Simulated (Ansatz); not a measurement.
Cs (bcc, W type)

```yaml
crystal:
  lattice:
    - [-3.13730, 3.13730, 3.13730]
    - [3.13730, -3.13730, 3.13730]
    - [3.13730, 3.13730, -3.13730]
  atoms:
    - { symbol: Cs, position: [0.00000, 0.00000, 0.00000] }
```

This relaxed cell (volume V₀) is scaled evenly in all directions, its shape held. Symmetry pins the atoms to their sites.

Computed with r2SCAN (plane waves to 500 eV, PAW, scalar-relativistic; Ansatz, a quantum-chemistry and plane-wave program). k mesh 11×11×11 (Γ-centred), Fermi-Dirac smearing 0.05 eV. E stands for the smeared free energy. Stress and pressure are positive under compression. Cs was relaxed with its symmetry unable to fall. The PAW data are Ansatz's earlier set. The relaxed volume of Cs is well above the measured one; the method has no dispersion term. The zero of ΔE is the relaxed starting cell. The last digit holds for this mesh only.

```csv
V (Å³/atom),ΔE (meV/atom)
111.166,withheld
113.636,4.7
116.106,2.5
118.577,1.0
121.047,0.2
123.517,0.0
125.988,0.4
128.458,1.3
130.929,2.6
133.399,4.4
135.869,6.6
```

Problem. Fit a third-order Birch-Murnaghan form (E₀, V₀, B₀, B₀′ free) to the given rows and predict ΔE at V = 111.166.

Solution. Least squares on the 10 given rows: ΔE = E₀ + (9V₀B₀/16)·y²·[2 + (B₀′ − 4)y], y = (V₀/V)^(2/3) − 1, with V₀ = 123.085 Å³/atom, B₀ = 1.844 GPa (160.2 GPa = 1 eV/Å³; the term in eV is multiplied by 1000), B₀′ = 3.48, E₀ = 0.00 meV/atom; root-mean-square residual 0.02 meV/atom. At 111.166 the fit gives 7.7 meV/atom; the calculation gives 7.7 meV/atom, the same to the digits shown. For the pressure the fit gives 0.2 GPa against the computed 0.2 GPa.

(A scan under strain: stresses follow from slopes of the energy per volume, elastic moduli from its curvatures.)
